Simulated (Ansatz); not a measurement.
Given:

In2O3:
```yaml
crystal:
  lattice:
    - [-5.03108, 5.03108, 5.03108]
    - [5.03108, -5.03108, 5.03108]
    - [5.03108, 5.03108, -5.03108]
  atoms:
    - { symbol: In, position: [0.50000, 0.50000, 0.50000] }
    - { symbol: In, position: [0.50000, 0.00000, 0.00000] }
    - { symbol: In, position: [0.00000, 0.50000, 0.00000] }
    - { symbol: In, position: [0.00000, 0.00000, 0.50000] }
    - { symbol: In, position: [0.25000, 0.71639, 0.46639] }
    - { symbol: In, position: [0.75000, 0.78361, 0.03361] }
    - { symbol: In, position: [0.46639, 0.25000, 0.71639] }
    - { symbol: In, position: [0.03361, 0.75000, 0.78361] }
    - { symbol: In, position: [0.71639, 0.46639, 0.25000] }
    - { symbol: In, position: [0.78361, 0.03361, 0.75000] }
    - { symbol: In, position: [0.75000, 0.28361, 0.53361] }
    - { symbol: In, position: [0.25000, 0.21639, 0.96639] }
    - { symbol: In, position: [0.53361, 0.75000, 0.28361] }
    - { symbol: In, position: [0.96639, 0.25000, 0.21639] }
    - { symbol: In, position: [0.28361, 0.53361, 0.75000] }
    - { symbol: In, position: [0.21639, 0.96639, 0.25000] }
    - { symbol: O, position: [0.53618, 0.77205, 0.54450] }
    - { symbol: O, position: [0.72754, 0.99168, 0.95550] }
    - { symbol: O, position: [0.96382, 0.50832, 0.23587] }
    - { symbol: O, position: [0.77246, 0.72795, 0.26413] }
    - { symbol: O, position: [0.54450, 0.53618, 0.77205] }
    - { symbol: O, position: [0.95550, 0.72754, 0.99168] }
    - { symbol: O, position: [0.23587, 0.96382, 0.50832] }
    - { symbol: O, position: [0.26413, 0.77246, 0.72795] }
    - { symbol: O, position: [0.77205, 0.54450, 0.53618] }
    - { symbol: O, position: [0.99168, 0.95550, 0.72754] }
    - { symbol: O, position: [0.50832, 0.23587, 0.96382] }
    - { symbol: O, position: [0.72795, 0.26413, 0.77246] }
    - { symbol: O, position: [0.46382, 0.22795, 0.45550] }
    - { symbol: O, position: [0.27246, 0.00832, 0.04450] }
    - { symbol: O, position: [0.03618, 0.49168, 0.76413] }
    - { symbol: O, position: [0.22754, 0.27205, 0.73587] }
    - { symbol: O, position: [0.45550, 0.46382, 0.22795] }
    - { symbol: O, position: [0.04450, 0.27246, 0.00832] }
    - { symbol: O, position: [0.76413, 0.03618, 0.49168] }
    - { symbol: O, position: [0.73587, 0.22754, 0.27205] }
    - { symbol: O, position: [0.22795, 0.45550, 0.46382] }
    - { symbol: O, position: [0.00832, 0.04450, 0.27246] }
    - { symbol: O, position: [0.49168, 0.76413, 0.03618] }
    - { symbol: O, position: [0.27205, 0.73587, 0.22754] }
```

This is the LDA-relaxed structure.

All from LDA (plane waves, PAW; program Ansatz), unless another level is named. Predict the Debye temperature from the elastic constants.

424 K.

Predict the highest zone-centre frequency (without LO–TO term).

18.50 THz.

Space group Ia-3 (bixbyite). Symmetry was held in the LDA relaxation.

Potentials: the later of the program's two PAW sets.
